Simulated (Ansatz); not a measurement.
# ScAl₃: energy along a strain

ScAl₃, I4/mmm, a = 3.991 Å, c = 8.740 Å. The structure is a Materials Project entry; whether it is the stable form wasn't checked. Ansatz: PBEsol, PAW, 420 eV, Γ-centred 16×16×16 mesh on 4 atoms, Gaussian smearing 0.15 eV; no spin polarisation. Cell vectors (Å): -1.996 1.996 4.370; 1.996 -1.996 4.370; 1.996 1.996 -4.370. The cell is strained by x per cent times the pattern (1 1 0 0 0 0) in the order xx yy zz yz xz xy (engineering shears), with fractional coordinates held. y is the free energy over the start, V0 = 17.405 Å³/atom.

| x (%) | y (meV/atom) |
| --- | --- |
| -4.00 | ? |
| -3.00 | 23.87 |
| -2.00 | 10.28 |
| -1.00 | 2.47 |
| 0.00 | 0.00 |
| 1.00 | 2.46 |
| 2.00 | 9.47 |
| 3.00 | 20.65 |
| 3.50 | 27.69 |
| 4.00 | 35.66 |

Question: Fit y = c1 x + c2 x² + c3 x³ to the other rows, get the stiffness along the pattern, and predict the missing energy.

Answer: Least squares on the rows shown. y = 0.049658 x + 2.4733 x² − 0.064540 x³. The clamped-ion stiffness p·C·p = 2 × 24.73 eV × 160.2 / 17.405 Å³ = 455 GPa; c1 is there for the stress left in the start, which by itself gives a slope of 0.06 meV/atom per %. At x = -4.00 the fit asked for gives 43.50 meV/atom. The run gave 43.70 meV/atom, so the fit is 0.20 meV/atom too low, 0.46 % of the span of the series, against an rms of 0.02 meV/atom on the fitted rows. The row lies outside the fitted range. With a term in x⁴ added, a fit to the same known rows predicts 43.69 meV/atom, so most of the miss is curvature that the known rows already hold.

Cost: 10 runs of about 3.8 core-minutes in all, on Intel Xeon Platinum 8259CL (Skylake/Cascade Lake) (shared hosts).